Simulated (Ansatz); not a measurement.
CsPbCl3 (cubic perovskite)

```yaml
crystal:
  lattice:
    - [5.61876, 0.00000, 0.00000]
    - [0.00000, 5.61876, 0.00000]
    - [0.00000, 0.00000, 5.61876]
  atoms:
    - { symbol: Cs, position: [0.00000, 0.00000, 0.00000] }
    - { symbol: Pb, position: [0.50000, 0.50000, 0.50000] }
    - { symbol: Cl, position: [0.00000, 0.50000, 0.50000] }
    - { symbol: Cl, position: [0.50000, 0.50000, 0.00000] }
    - { symbol: Cl, position: [0.50000, 0.00000, 0.50000] }
```

Equation-of-state scan: isotropic scaling of the cell above, V₀ being its volume. Symmetry pins the atoms to their sites.

Computed with PBEsol (plane waves to 420 eV, PAW, scalar-relativistic; Ansatz, a program for electronic structure). k mesh 6×6×6 (Γ-centred), Fermi-Dirac smearing 0.05 eV. Energies are smeared free energies. Stress and pressure are positive under compression. CsPbCl3 was relaxed with its symmetry unable to fall. Spin-orbit coupling is left out, though Pb is heavy. The PAW data are Ansatz's earlier set. This is a high-temperature form of CsPbCl3. ΔE is measured from the relaxed starting cell.

```csv
V (Å³/atom),ΔE (meV/atom)
33.349,11.2
33.703,withheld
34.058,4.8
34.413,2.6
34.768,1.2
35.123,0.3
35.477,0.0
35.832,0.3
36.187,1.1
36.542,2.4
36.896,4.1
37.251,6.3
37.606,8.9
```

Q: Fit a third-order Birch-Murnaghan form (E₀, V₀, B₀, B₀′ free) to the given rows and predict ΔE at V = 33.703.

A: Least squares on the 12 given rows: ΔE = E₀ + (9V₀B₀/16)·y²·[2 + (B₀′ − 4)y], y = (V₀/V)^(2/3) − 1, with V₀ = 35.474 Å³/atom, B₀ = 24.90 GPa (160.2 GPa = 1 eV/Å³; the term in eV is multiplied by 1000), B₀′ = 4.93, E₀ = 0.02 meV/atom; root-mean-square residual 0.02 meV/atom. At 33.703 the fit gives 7.6 meV/atom; the calculation gives 7.6 meV/atom, the same to the digits shown. For the pressure the fit gives 1.45 GPa against the computed 1.45 GPa.

(A scan under strain: stresses follow from slopes of the energy per volume, elastic moduli from its curvatures.)
